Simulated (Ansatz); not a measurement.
AlN:
Space group P6₃mc (No. 186); a = b = 3.130 Å, c = 5.018 Å, α = β = 90.00°, γ = 120.00°

```csv
atom,site,symmetry,x,y,z
Al,2b,3m.,0.6667,0.3333,0.0034
N,2b,3m.,0.3333,0.6667,0.1218
```

Relaxed with PBE.

Decompose the optical modes at the zone centre into irreducible representations, and say which are infrared and Raman allowed.

Point group 6mm: Γ_opt = A1 + 2B1 + E1 + 2E2. Infrared: A1, E1. Raman: A1, E1, E2.

Assign frequencies (DFPT, plane-wave PAW PBE (Ansatz code); without the LO–TO term).

E2 237, B1 535, A1 594, E2 635, E1 648, B1 705 cm⁻¹.

Subscripts of B labels follow the axes of the standard setting.

Space group P6_3mc (wurtzite). The PBE relaxation kept the symmetry of its start; phonons on a q-mesh show no instability.

Potentials: the later of the program's two PAW sets.
